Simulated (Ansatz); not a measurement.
Fermi surface of TaRu (P4/mmm)

```
CELL_PARAMETERS angstrom
3.02362 0.00000 0.00000
0.00000 3.02362 0.00000
0.00000 0.00000 3.38719
ATOMIC_POSITIONS crystal
Ta 0.50000 0.50000 0.50000
Ru 0.00000 0.00000 0.00000
```

Conventional cell: a = 3.024 Å, b = 3.024 Å, c = 3.387 Å, α = 90.00°, β = 90.00°, γ = 90.00°. Ta (atom 1) has 8 Ru at 2.73 Å and 4 Ta at 3.02 Å as nearest neighbours. Ru (atom 2) is surrounded by 8 Ta at 2.73 Å and 4 Ru at 3.02 Å.

Level of theory, where no other is named: PBEsol, all-electron LAPW in Ansatz 0.2.0, with spin-orbit coupling. k mesh 14×14×12, fine mesh 14×14×12, Fermi-Dirac smearing of 0.050 eV, basis error target 1 meV/atom. The cell was relaxed by PAW under this functional.

Levels and slopes are solved on a 14×14×12 mesh, and each state is taken as quadratic over its cell.

Question: What is the density of states at the Fermi level, and which bare Sommerfeld coefficient follows?

Answer: N(E_F) = 0.948 states/eV/atom (both spins), so γ = (π²/3) k_B² N(E_F) = 2.23 mJ/(mol-atom K²) without electron-phonon or spin-fluctuation enhancement.

Question: What Drude plasma energy and σ/τ do the band velocities give?

Answer: (ħω_p,α)² = (e²/ε₀VN_k) Σ_nkσ (∂E/∂k_α)² δ(E − E_F) gives ħω_p = (6.79, 6.79, 7.46) eV along x, y, z, and σ/τ = ε₀ω_p² = 9.41×10²⁰ Ω⁻¹m⁻¹s⁻¹ along x. Weighted by the density of states, the mean Fermi speed is 0.527×10⁶ m/s; the surface has an area of 26.4 Å⁻² for each spin direction.

Question: Which bands cross the Fermi level, and what do they carry?

Answer: 

```csv
band,filled part,N (states/eV/cell),speed (10⁶ m/s),5th to 95th percentile,area (Å⁻²),filling
1,1.00,0.00745,0.807,0.73 to 0.92,0.317,nearly full
2,1.00,0.00745,0.807,0.73 to 0.92,0.317,nearly full
3,0.98,0.0329,0.844,0.46 to 1.10,1.46,nearly full
4,0.98,0.0329,0.844,0.46 to 1.10,1.46,nearly full
5,0.43,0.604,0.535,0.28 to 0.77,17,partly filled
6,0.43,0.604,0.535,0.28 to 0.77,17,partly filled
7,0.09,0.304,0.471,0.21 to 0.75,7.54,nearly empty
8,0.09,0.304,0.471,0.21 to 0.75,7.54,nearly empty
```

Question: Map the plane k₃ = 0 of the mesh: how many bands lie under the Fermi level at each point, counted from the least on the plane?

Answer: k₁ runs to the right and k₂ upwards, each from −½ to ½ with 0 in the middle (the axes needn't be at right angles):
```
22444668664442
44444668664444
44444466644444
44444444444444
66644444444466
66664444444666
88864444444688
66664444444666
66644444444466
44444444444444
44444466644444
44444668664444
22444668664442
02444668664442
```

Question: What does PAW give for the same cell?

Answer: N(E_F) = 0.948 states/eV/atom and ħω_p,x = 6.78 eV.

Question: And without spin-orbit coupling?

Answer: N(E_F) = 0.96 states/eV/atom and ħω_p,x = 7.08 eV, on a 20×20×16 mesh.

Keep in mind: these sums move with the mesh, by several per cent and more for small sheets; the frozen-core PAW files of the compared runs were fitted under PBE, their cores solved anew for this functional.
